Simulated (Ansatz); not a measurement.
An Ansatz (a first-principles code) input:

Ansatz 0.2 input:
```yaml
crystal:
  lattice:
    - [4.4695133009, 0.0, 0.0]
    - [-2.2347566504, 3.8707120611, 0.0]
    - [0.0, 0.0, 6.7845259534]
  atoms:
    - { symbol: Pb, position: [0.0, 0.0, 0.0] }
    - { symbol: I, position: [0.3333333333, 0.6666666667, 0.2745406907] }
    - { symbol: I, position: [0.6666666667, 0.3333333333, 0.7254593093] }
kpoints:
  mp_grid: { grid: [5, 5, 3] }
hamiltonian:
  xc: hse06
  pseudopotentials: { kind: paw }
scf:
  n_extra_bands: 6
  occupations: { method: fixed }
output:
  eigenvalues: true
  eigenstates:
    e_range: [-9.0, 10.9]
    kpoints:
      - [0.0, 0.0, 0.5]  # VBM
      - [0.0, 0.0, 0.5]  # CBM
      - [0.0, 0.0, 0.0]  # GAMMA
      - [0.0, 0.0, 0.5]  # A
      - [0.3333333333, 0.3333333333, 0.0]  # K
      - [0.3333333333, 0.3333333333, 0.5]  # H
      - [0.5, 0.0, 0.0]  # M
      - [0.5, 0.0, 0.5]  # L
```

Problem. How many symmetry operations and irreducible k-points will the run report?

Solution. 12 operations, 12 of 75 k-points.

Problem. With a cutoff of 420 eV, how many plane waves at Γ?

Solution. 2297.

It took about 4 core-minutes (a rough figure) on shared server cores.

The points marked VBM and CBM come from a semilocal run.

Space group P-3m1 (CdI2 type). The cell was relaxed with LDA under the symmetry of its start. A crystal of weakly bound layers computed without a dispersion correction: the cell and the soft elastic constants depend strongly on that. Spin–orbit coupling is left out wherever it is not named.

Potentials: the later of the program's two PAW sets.

Ansatz is a plane-wave DFT program.
